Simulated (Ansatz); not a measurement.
Values for one crystal, relaxed and computed with the program Ansatz at the r²SCAN+D4 level (PAW); other levels are named.

```yaml
volume_per_atom: 20.48 Å³
band_gap: 5.01 eV (direct)
Hole effective mass with spin–orbit coupling: 0.48, 1.4, 1.4 mₑ (principal values)
Gap with spin–orbit coupling: 4.91 eV
electron_effective_mass: 0.50, 0.50, 1.5 mₑ (principal values)
Pressure derivative B′: 11.4
valence_band_maximum: at Γ
```

Which of these materials gives this?
A) CO2, P4_2/mnm (C on 2b, O on 4g)
B) YBrO, P4/nmm (Y on 2c, Br on 2c, O on 2a)
C) Hg2WO4, C2/c (Hg on 8f, W on 4e, O on 8f, O on 8f)
D) CF4, C2/c (F on 8f, C on 4e, F on 8f)

B, YBrO, P4/nmm (Y on 2c, Br on 2c, O on 2a)

The workflow started from a Materials Project entry (that database holds measured and hypothetical structures alike); the Crystallography Open Database copy checked does not list it. Whether it is the stable phase at ambient conditions was not checked. The cell was relaxed with r²SCAN+D4 under the symmetry of its start; its stability against distortions is not shown here. No spin polarisation was allowed. Spin–orbit coupling is left out wherever it is not named.

Potentials: the later of the program's two PAW sets.
